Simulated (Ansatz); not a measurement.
Input:

Nb2InC:
```
Nb2InC
1.0
    3.17926     0.00000     0.00000
   -1.58963     2.75332     0.00000
    0.00000     0.00000    14.45440
Nb In C
4 2 2
Direct
  0.66667   0.33333   0.91741
  0.33333   0.66667   0.08259
  0.33333   0.66667   0.41741
  0.66667   0.33333   0.58259
  0.66667   0.33333   0.25000
  0.33333   0.66667   0.75000
  0.00000   0.00000   0.00000
  0.00000   0.00000   0.50000
```

This is the r²SCAN-relaxed structure.

Problem. All from r²SCAN in the plane-wave PAW code Ansatz, unless another level is named. Predict the electronic character.

Solution. metallic (no gap).

Problem. Next, the formation energy from the elements (no fitted shifts)?

Solution. -0.53 eV/atom.

Problem. Give the density of states at the Fermi level.

Solution. 0.42 states/eV per atom (mean over ±0.08 eV).

Space group P6_3/mmc. The first step of the workflow began from a Materials Project structure, measured or hypothetical; the Crystallography Open Database copy checked does not list it. Whether it is the stable phase at ambient conditions was not checked. The r²SCAN relaxation kept the symmetry of its start; its stability against distortions is not shown here. The run is not spin-polarised. The references are the lowest solids computed at this level, not always the standard phases. Spin–orbit coupling is left out wherever it is not named.

Potentials: the later of the program's two PAW sets.
